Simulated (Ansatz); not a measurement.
BeAu:
```
BeAu
1.0
    4.68592     0.00000     0.00000
    0.00000     4.68592     0.00000
    0.00000     0.00000     4.68592
Au Be
4 4
Direct
  0.15383   0.15383   0.15383
  0.34617   0.84617   0.65383
  0.65383   0.34617   0.84617
  0.84617   0.65383   0.34617
  0.84586   0.84586   0.84586
  0.65414   0.15414   0.34586
  0.34586   0.65414   0.15414
  0.15414   0.34586   0.65414
```

Relaxed with r²SCAN.

Task: Give the Bader charges and basin volumes of the independent atoms, the program Ansatz at the r²SCAN level (PAW).

Result: 

| atom | Bader charge (e) | Bader volume (Å³) |
|---|---|---|
| Au1 | -1.57 | 23.2 |
| Be5 | +1.57 | 2.5 |

Space group P2_13. The workflow started from an entry of the Crystallography Open Database (COD). Whether it is the stable phase at ambient conditions was not checked. Symmetry was held in the r²SCAN relaxation; whether a distortion lowers the energy is not shown. Spin–orbit coupling is left out wherever it is not named.

Potentials: the later of the program's two PAW sets.
